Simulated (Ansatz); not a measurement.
Given:

GaP:
Space group P6₃/mmc (No. 194); a = b = 3.565 Å, c = 6.051 Å, α = β = 90.00°, γ = 120.00°

| atom | site | symmetry | x | y | z |
|---|---|---|---|---|---|
| Ga | 2a | -3m. | 0.0000 | 0.0000 | 0.0000 |
| P | 2c | -6m2 | 0.3333 | 0.6667 | 0.2500 |

This is the PBEsol-relaxed structure.

Q: All from DFT-PBEsol in the program Ansatz with PAW potentials, unless another level is named. Estimate the electronic character.

A: metallic (no gap).

Q: And the density of states at the Fermi level?

A: 0.35 states/eV per atom (mean over ±0.08 eV).

Q: And the gap with spin–orbit coupling?

A: none (metallic).

Space group P6_3/mmc (NiAs type). A made-up cell: these elements were put on the sites of a structure type; neither database checked (COD, Materials Project) lists it. It is not the phase usual at ambient conditions (space group No. 216). The PBEsol relaxation kept the symmetry of its start; its stability against distortions is not shown here. Spin–orbit coupling is left out wherever it is not named.

Potentials: the earlier of the program's two PAW sets. The files were generated under PBE; for other functionals the program regenerates the frozen cores, and for LDA and PBEsol the local potential too.
